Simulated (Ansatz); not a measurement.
A relaxed structure of FeNi is spoiled in several ways and relaxed again each time (noise and exchanges are one random draw each; squeezed and stretched starts keep its symmetry, which their runs cannot lower; pressure is positive under compression). Calculation: PBEsol (plane waves to 420 eV, PAW, scalar-relativistic; Ansatz, an electronic-structure program).

Space group P4/mmm (No. 123); a = 2.467 Å, b = 2.467 Å, c = 3.534 Å, α = 90.00°, β = 90.00°, γ = 90.00°

```json
[
 {"atom": "Fe", "site": "1a", "symmetry": "4/mmm", "x": "0.0000", "y": "0.0000", "z": "0.0000"},
 {"atom": "Ni", "site": "1d", "symmetry": "4/mmm", "x": "0.5000", "y": "0.5000", "z": "0.5000"}
]
```

```tsv
change	first pressure (GPa)	largest first force (eV/Å)	released (eV/atom)	moves	outcome	final group	E − E(parent) (eV/atom)
with one Fe and one Ni atom exchanged in a cell of 4 atoms	0.7	0.65	0.01	11	trapped higher	Pmmn	+0.05
with every coordinate shifted by Gaussian noise of σ = 0.1 Å	1.6	1.11	0.03	6	returns to the parent	P4/mmm	0.00
squeezed uniformly to 70 % of its volume	…	0.00	…	16	…	…	…
```

Problem. Complete the blanks.

Solution. 
- squeezed uniformly to 70 % of its volume, first pressure (GPa): 160.8
- squeezed uniformly to 70 % of its volume, released (eV/atom): 1.19
- squeezed uniformly to 70 % of its volume, outcome: returns to the parent
- squeezed uniformly to 70 % of its volume, final group: P4/mmm
- squeezed uniformly to 70 % of its volume, E − E(parent) (eV/atom): 0.00

The exchanged pair stays exchanged: it costs 0.2 eV for the cell of 4 atoms (one exchange in a very small cell, not a dilute defect).

First-step values come from each run's starting, coarser k-mesh (7×13×9, 13×13×9, 15×15×10). The runs use different k-meshes, so differences are rounded accordingly. Spin states reached: ferromagnetic; spin orders were not searched systematically.
